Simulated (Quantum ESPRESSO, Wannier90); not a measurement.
Wannier functions of HfPbO3 (cubic perovskite)

```
HfPbO3
1.0
    4.15548     0.00000     0.00000
    0.00000     4.15548     0.00000
    0.00000     0.00000     4.15548
Hf Pb O
1 1 3
Direct
  0.50000   0.50000   0.50000
  0.00000   0.00000   0.00000
  0.00000   0.50000   0.50000
  0.50000   0.00000   0.50000
  0.50000   0.50000   0.00000
```

Materials Project entry mp-22535; symmetrised, unrelaxed at this level. Not found in the COD (Crystallography Open Database) copy used, which has the formula in other groups; not checked further. Computed values, not measurements, from PBEsol: Quantum ESPRESSO (norm-conserving PseudoDojo potentials, cutoff 68 Ry, no spin polarisation, no spin-orbit coupling) on a Γ-centred 6×6×6 mesh, then Wannier90. Density: 8×8×8 mesh, cold smearing 0.01 Ry. Spin-orbit coupling is left out although heavy elements are present.

Base run: 18 functions from bands 13-43 of the 43 computed, start hydrogen-like Hf: d; Pb: s;p; O: p, centres 0.05 Å off the atoms, frozen window up to 3.83 eV relative to the valence-band maximum, outer window open. One thing is changed at a time; window edges are relative to the valence-band maximum. The misfit compares interpolated bands with pw.x on a high-symmetry path, for states up to 3.3 eV relative to the valence-band maximum. Converged means that the tolerances were met: symmetric starts can stop on a saddle, which shows as a larger Ω_OD at equal Ω_I and can move the misfit too.

| setting | functions | frozen to (eV) | Ω_I (Å²) | Ω_D (Å²) | Ω_OD (Å²) | rms misfit (meV) | worst (meV) | ended |
|---|---|---|---|---|---|---|---|---|
| base | 18 | 3.83 | 18.98 | 0.00 | 1.74 | 2.7 | 37 | converged |

Starting from this base row, predict which settings stop with an error, and how Ω_I and the misfit move in the others: frozen window to 4.83 eV; frozen window to 9.84 eV; outer window to 11.15 eV.


| setting | functions | frozen to (eV) | Ω_I (Å²) | Ω_D (Å²) | Ω_OD (Å²) | rms misfit (meV) | worst (meV) | ended |
|---|---|---|---|---|---|---|---|---|
| frozen window to 4.83 eV | 18 | 4.83 | 19.73 | 0.00 | 1.82 | 1.0 | 14 | converged |
| frozen window to 9.84 eV | 18 | 9.84 | – | – | – | – | – | stops: too many frozen states |
| outer window to 11.15 eV | 18 | 3.83 | – | – | – | – | – | stops: too few bands in the window |

Runs of this sweep that didn't settle are not listed.
